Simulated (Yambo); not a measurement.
A G0W0@PBEsol run in Yambo for Ca2H3Br (space group P-3m1, No. 164) (3×3×2 Γ-centred k mesh, bands 5 to 258 and a 7 Ry block in the screening, 258 bands in G with the Bruneval-Gonze terminator, plasmon pole fitted at 27.2 eV) gives these matrix elements, in eV, at the band edges (A → (0, 0.333, -0.5)):

```tsv
state	E0	<Vxc>	<Σx>	<Σc(E0)>	Z
valence edge	0.000	-11.444	-13.845	1.271	0.793
conduction edge	1.542	-10.877	-5.572	-4.174	0.816
```

### Question
Solve the linearised quasiparticle equation for both states, give the gap, and say how exchange and correlation each act on it.

### Answer
E = E0 + Z(Σx + Σc − Vxc). Valence: 0.000 + 0.793 × (-13.845 + (1.271) − (-11.444)) = -0.90 eV. Conduction: 1.542 + 0.816 × (-5.572 + (-4.174) − (-10.877)) = 2.47 eV. The gap is 3.36 eV, against 1.54 eV in PBEsol. Replacing Vxc by bare exchange alone would open it by 7.71 eV; correlation takes back 5.45 eV of that, and Z scales what is left. Nearest settings tried, and what they do to the gap: 166 bands in G: -9 meV; 166 bands in W, 166 bands in G: -20 meV; 6 Ry block (161 vectors against 209): -59 meV. Not varied: mesh. So the settings aren't converged at that level. Among the k points computed, the smallest G0W0 gap is 3.28 eV, A → A. The mesh misses a band edge: along a dense path the PBEsol gap is 1.38 eV against 1.54 eV on the mesh. 

Spin-orbit coupling is included.

Geometry of the Materials Project entry, not relaxed at this level; primitive cell a = b = 3.9029 Å, c = 6.8535 Å, α = β = 90.00°, γ = 120.00°.

The structure is a Materials Project entry; no match was found in the copy of COD used, and its stability was not checked.
